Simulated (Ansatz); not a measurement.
Ir:
```xyz
1
Lattice="0.0000 1.9180 1.9180 1.9180 0.0000 1.9180 1.9180 1.9180 0.0000" Properties=species:S:1:pos:R:3 pbc="T T T"
Ir     0.0000     0.0000     0.0000
```

Relaxed with r²SCAN+D4. Special points in fractions of this cell's reciprocal vectors: Γ (0.000, 0.000, 0.000); X (0.500, 0.000, 0.500); U (0.625, 0.250, 0.625); K (0.375, 0.375, 0.750); L (0.500, 0.500, 0.500); W (0.500, 0.250, 0.750).

Problem. List the band energies nearest the Fermi level at these points for r²SCAN+D4 in the plane-wave PAW code Ansatz.

Solution. In eV from the Fermi level; about four levels below and three above (degenerate sets whole), none deeper than 8.9 eV; … stands for higher levels left out; points with the same levels are listed once.

```tsv
k	below	above
Γ	-4.07 -4.07 -4.07	…
X	-8.28 -7.70	0.81 1.55 1.55
U	-7.28 -6.27 -3.04 -1.01	0.64 …
L	-8.48 -4.22 -4.22 -0.74	…
W	-6.56 -5.12 -5.12 -1.96	1.55 …
```

Space group Fm-3m (fcc (Cu type)). The r²SCAN+D4 relaxation kept the symmetry of its start. The run is not spin-polarised. The pairwise dispersion correction was not fitted to metals. Spin–orbit coupling is left out wherever it is not named.

Potentials: the earlier of the program's two PAW sets.
